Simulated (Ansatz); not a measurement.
**Two states of GdBi2IO4**

```
CELL_PARAMETERS angstrom
4.04761 -0.02096 0.13780
-0.02096 3.97169 0.00051
0.33620 0.00126 9.72234
ATOMIC_POSITIONS crystal
Gd 0.99103 0.97188 0.00418
Bi 0.49732 0.50721 0.74471
Bi 0.50284 0.50521 0.25718
O 0.49787 0.98926 0.85367
O 0.01024 0.50328 0.85638
O 0.50228 0.00338 0.15044
O 0.98906 0.50492 0.13551
I 0.98956 0.99808 0.49823
```

The numbers come from plane-wave PAW DFT (Ansatz): r2SCAN, with U_eff = 4.53 eV on Gd f (all-electron-ortho-atomic projectors), 500 eV, 5×5×2 (shifted by 0, 0, 0.5 steps) k points, gaussian occupations (width 0.0377 eV). Nothing was relaxed.

State A: no moments (no spin polarisation). State B: Gd1 up (collinear spin).

Q: Compare the two self-consistent states.

A: State B is lower by 1256.1 meV an atom at zero smearing; in free energy at this smearing B lies -1255.4 meV an atom from A.

```json
{"state": "A", "free energy (meV/atom)": "1255.4", "largest moment in a small sphere (μB)": "0.00", "net moment (μB/cell)": "0.00", "gap on mesh (eV)": "metal", "pressure (GPa)": "-2.3", "largest force (eV/Å)": "1.40"}
{"state": "B", "free energy (meV/atom)": "0.0", "largest moment in a small sphere (μB)": "6.87", "net moment (μB/cell)": "7.00", "gap on mesh (eV)": "1.80", "pressure (GPa)": "-2.4", "largest force (eV/Å)": "1.33"}
```

Origin: a strained cell with displaced atoms, so it need not be a known compound. Caveats: an odd or shifted mesh can miss the band edges, so this level's true gap may be smaller; no spin-orbit coupling, which can shift this gap by tenths of an eV; open f shell without moments; odd electron count without spin polarisation, so a magnetic state may lie lower; the k mesh is coarse if the cell is a metal.
